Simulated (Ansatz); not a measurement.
**Is this FeGe result the lowest state?**

We look at FeGe: an experimental structure (space group P2_13), with 8 atoms per cell. Source: COD entry 1524803, which need not be the ambient phase.

These are results of DFT, PBE, PAW, plane waves, scalar-relativistic (Ansatz development build ahead of 0.2.0), not measurements.

```yaml
crystal:
  lattice:
    - [4.689, 0.0, 0.0]
    - [0.0, 4.689, 0.0]
    - [0.0, 0.0, 4.689]
  atoms:
    - { symbol: Ge, position: [0.842, 0.842, 0.842] }
    - { symbol: Ge, position: [0.658, 0.158, 0.342] }
    - { symbol: Ge, position: [0.342, 0.658, 0.158] }
    - { symbol: Ge, position: [0.158, 0.342, 0.658] }
    - { symbol: Fe, position: [0.135, 0.135, 0.135], spin: 2.6 }
    - { symbol: Fe, position: [0.365, 0.865, 0.635], spin: -2.6 }
    - { symbol: Fe, position: [0.635, 0.365, 0.865], spin: -2.6 }
    - { symbol: Fe, position: [0.865, 0.635, 0.365], spin: 2.6 }
magnetization:
  spin_polarized: true
hamiltonian:
  xc: pbe
  pseudopotentials: { kind: paw }
basis:
  ecutwfc: 420
kpoints:
  mp_grid: { grid: [5, 5, 5] }
scf:
  occupations: { method: gaussian, width: 0.05 }
  lower_state_search: "off"
output:
  forces: true
  stress: true
```

It took 2.6 min on 2 threads of Arm Neoverse N1, on a shared host, peak memory 0.73 GiB.

The end of the output:

```
SCF converged after 27 iterations
Magnetization: 0.0000 μB (60.0000 up, 60.0000 down)
Absolute magnetization: 4.1983 μB (∫|ρ↑−ρ↓|, with the PAW one-centre terms)
Spin contamination: 1.3631 ħ² per cell (⟨S²⟩ above its minimum at these occupations)
Per-site moments (μB) at R_I (Å): [(0.0037, 0.9815), (-0.0037, 0.9815), (-0.0037, 0.9815), (0.0037, 0.9815), (0.9432, 0.9815), (-0.9432, 0.9815), (-0.9432, 0.9815), (0.9432, 0.9815)]
Free energy (F): -35102.367766 eV
Harris-Foulkes:  -35102.367766 eV  (|F-HF|=2.55e-8)
Internal energy: -35102.362745 eV  (E = F + TS)
E sigma→0 (E₀):  -35102.365256 eV
Entropy (-TS):   -0.005020 eV (-0.628 meV/atom)
Fermi energy:    16.773444 eV
--- Forces (eV/Å), atoms counted from 1 ---
  atom   1  Ge    -0.14548614    -0.18173484    -0.20442229
  atom   2  Ge     0.14543111     0.18172372    -0.20439892
  atom   3  Ge    -0.14543111     0.18172372     0.20439892
  atom   4  Ge     0.14548614    -0.18173484     0.20442229
  atom   5  Fe    -0.23992690    -0.10558728     0.02478113
  atom   6  Fe     0.23993206     0.10558664     0.02479027
  atom   7  Fe    -0.23993206     0.10558664    -0.02479027
  atom   8  Fe     0.23992690    -0.10558728    -0.02478113
--- Stress (GPa, compression-positive) ---
       -2.965732       0.000000       0.000025
        0.000000      -4.386638       0.000000
        0.000024       0.000000      -2.627064
  P = ⅓ Tr σ = -3.3265 GPa (-33.265 kbar)
```

The mesh is too coarse to rank close states of a metal with certainty: differences of some tens of meV/atom may change, at times in sign.

Site moments are taken inside atomic spheres and don't add up to the total.

**Question.** Would you trust this as the ground state? If a lower solution is known, describe it.

**Answer.** No, on this mesh. A state 25.8 meV/atom (0.206 eV per cell) lower exists in this cell: ferromagnetic, site moments Fe5 1.18, Fe6 1.18, Fe7 1.18, Fe8 1.18 μB, total 4.27 μB per cell, no gap on the k-mesh. It was reached from: parallel moments, default search for lower states [Fe5 4.00, Fe6 4.00, Fe7 4.00, Fe8 4.00 μB]; the moments in brackets, symmetry off, default search [Fe5 4.00, Fe6 4.00, Fe7 4.00, Fe8 4.00 μB]. The wrong state matters: the pressure is -2.8 GPa there against -3.3 GPa here, and forces differ by up to 0.27 eV/Å (largest force 0.08 there, 0.31 eV/Å here). “Lowest” means lowest among the runs made in this cell. Sign patterns typed on Fe5 Fe6 Fe7 Fe8: ++++, +--+, +---, ++-+, +000; other orders that fit weren't typed.
